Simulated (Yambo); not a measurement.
**Bethe-Salpeter results for BN**

```
CELL_PARAMETERS angstrom
      0.00000     3.49532     2.16609
      1.25163     0.00000     2.16609
      1.25163     3.49532     0.00000
ATOMIC_POSITIONS crystal
  B  0.00005 0.00005 0.99995
  N  0.66665 0.66665 0.33335
```

The geometry is that of Materials Project entry mp-685145, symmetrised and not relaxed again.

BSE in Yambo on norm-conserving PBEsol (Quantum ESPRESSO, 84 Ry, without SOC) bands: 6×6×6 mesh, 3 valence and 2 conduction bands, static screening with 11 bands and a 4 Ry block, scissor 1.86 eV, Tamm-Dancoff; field along x.

```csv
state,energy (eV),states within 2 meV,relative strength,class,main transitions
1,5.29,2,1.00,strong,VB → CB (100 %)
2,5.80,1,< 0.01,weak,VB → CB (100 %)
3,5.81,1,< 0.01,dark,VB → CB (100 %)
4,5.86,1,0.11,strong,VB → CB (100 %)
5,5.87,1,< 0.01,dark,VB → CB (100 %)
6,6.08,2,0.02,weak,VB → CB (100 %)
7,6.15,2,< 0.01,dark,VB → CB (100 %)
8,6.19,1,< 0.01,dark,VB → CB (100 %)
9,6.31,1,0.83,strong,VB → CB (100 %)
10,6.33,1,< 0.01,dark,VB → CB (100 %)
```

These are vertical excitations (zero momentum); the indirect quasiparticle gap, about 5.41 eV, is smaller than the direct one (6.37 eV on the GW mesh). The direct quasiparticle gap on this mesh is 6.37 eV; counted from there, state 1 is bound by 1.08 eV. Convergence with the mesh was not shown.

Spin singlets only. Strengths are relative to the strongest of the lowest states of this run; strong means a line over 3 % of the spectrum's maximum, dark under 0.03 %. Absolute energies carry the error of the G0W0 scissor, whose convergence isn't established; the long-wavelength screening was taken along (1,1,1) although the crystal is anisotropic.

This is not the ordinary phase of the substance; no match was found in the copy of COD used, and its stability was not checked.

The distance between layers or molecules is the database entry's, not relaxed here. Functionals without dispersion can leave it too large, which widens gaps and weakens the response across layers: the numbers belong to this cell.
